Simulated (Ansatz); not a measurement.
ZrB2 (AlB2 type, space group P6/mmm)

```
CELL_PARAMETERS angstrom
      6.34286     0.00000     0.00000
     -1.58571     2.74654     0.00000
      3.17143     0.00000     3.54132
ATOMIC_POSITIONS crystal
  Zr 0.00000 0.00000 0.00000
  Zr 0.50000 0.00000 0.00000
  B  0.91667 0.66667 0.50000
  B  0.41667 0.66667 0.50000
  B  0.08333 0.33333 0.50000
  B  0.58333 0.33333 0.50000
```

The atoms are displaced by Q × the pattern below (from a DFPT mode at L = (0.5, 0.0, 0.5), largest move 1; Q in Å), at fixed cell. (q is in reciprocal vectors of the primitive cell; the cell shown is doubled to hold the pattern.)

```
atom       x       y       z
----  ------  ------  ------
Zr1    0.000   0.000   0.060
Zr2    0.000   0.000  -0.060
B3    -0.866  -0.500   0.000
B4     0.866   0.500   0.000
B5    -0.866  -0.500   0.000
B6     0.866   0.500   0.000
```

All values below come from PBE (plane waves to 420 eV, PAW, scalar-relativistic; Ansatz, a program for electronic structure). k mesh 17×17×17 (Γ-centred), Fermi-Dirac smearing 0.05 eV. With partly filled bands, energies and forces of such displacements shift with the k mesh and the smearing. ZrB2 is run without spin polarisation. ZrB2 was relaxed with its symmetry unable to fall.

At one point of the scan the forces (eV/Å) are:

| atom | Fx | Fy | Fz |
|---|---|---|---|
| Zr1 | 0.000 | 0.000 | 0.809 |
| Zr2 | 0.000 | 0.000 | -0.809 |
| B3 | -1.037 | -0.599 | 0.000 |
| B4 | 2.064 | 1.192 | 0.000 |
| B5 | -2.064 | -1.192 | 0.000 |
| B6 | 1.037 | 0.599 | 0.000 |

Problem. Which point is it?
A) Q = -0.047 Å
B) Q = -0.233 Å
C) Q = -0.093 Å
D) Q = -0.280 Å

Solution. C, Q = -0.093 Å

(A displaced cell: forces are minus the slopes of the energy, force constants its curvatures, and phonons follow from these.)
